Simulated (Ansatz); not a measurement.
## AlCu3 at 3 GPa (stress–strain coefficients): relaxed-ion elastic tensor

These are results of Ansatz, DFT LDA, scalar-relativistic, plane waves, PAW, not measurements. Settings: 420 eV plane-wave cutoff, Γ-centred 14×14×14 mesh, Fermi-Dirac smearing of 0.15 eV. No spin polarisation.

The cell, relaxed at 3 GPa:
```yaml
crystal:
  lattice:
    - [0.00000, 2.83363, 2.83363]
    - [2.83363, 0.00000, 2.83363]
    - [2.83363, 2.83363, 0.00000]
  atoms:
    - { symbol: Al, position: [0.00000, 0.00000, 0.00000] }
    - { symbol: Cu, position: [0.50000, 0.50000, 0.50000] }
    - { symbol: Cu, position: [0.25000, 0.25000, 0.25000] }
    - { symbol: Cu, position: [0.75000, 0.75000, 0.75000] }
```

In a metal, frequencies and elastic constants depend on the k mesh and the smearing, soft modes and shear constants most.

(1) Give the relaxed-ion elastic constants (GPa, Voigt order xx yy zz yz xz xy, on the axes of the cell above).

(2) Is the crystal stable against homogeneous strain?

## Answers

(1)
C11 = 184.3, C12 = 178.3, C13 = 178.3, C22 = 184.3, C23 = 178.3, C33 = 184.3, C44 = 130.1, C55 = 130.1, C66 = 130.1 GPa; the others vanish.

(2) Too close to call: the least eigenvalue is 6.1 GPa, within what the k mesh leaves open in a metal.

Whether AlCu3 exists in this form wasn't checked.

Cost: 1 run of about 4.7 core-minutes, on Intel Xeon Platinum 8488C (Sapphire Rapids) (shared hosts).